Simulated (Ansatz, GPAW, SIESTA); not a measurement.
Sn3Se: 3 runs at one level of theory

```xyz
4
Lattice="0.0000 3.7331 3.7331 3.7331 0.0000 3.7331 3.7331 3.7331 0.0000" Properties=species:S:1:pos:R:3 pbc="T T T"
Sn    3.7331    3.7331    3.7331
Sn    5.5997    5.5997    5.5997
Sn    1.8666    1.8666    1.8666
Se    0.0000    0.0000    0.0000
```

The cell comes from a database or a generator and needn't be the stable form of this composition.

Alike in all runs: task band structure; functional LDA; k mesh 6 × 6 × 6; occupations fermi-dirac, width 0.05 eV; no spin polarisation; no spin-orbit coupling. LDA stands for any of its common fits. Pressure is positive in compression and, in plane waves, holds the error of the finite cutoff.

| program and potentials | plane-wave cutoff (eV) | notes | pressure (GPa) |
| --- | --- | --- | --- |
| Ansatz, all-electron LAPW, scalar-relativistic | - | - | ? |
| GPAW, the program's PAW data sets (release 1.2.1) made for this functional | 600 | 12 valence electrons an atom on average | -4.66 |
| SIESTA, files PseudoDojo sr-lda-0.4.1-standard, DZP (energy shift 0.003 Ry; two zetas on semicore shells) | - | atomic basis; 14.5 valence electrons an atom on average | -3.56 |

Question: Estimate from the other rows what the run with Ansatz, all-electron LAPW, scalar-relativistic gave.

Answer: Pressure -4.45 GPa. The other rows, which needn't bracket it: pressure -4.66 to -3.56.
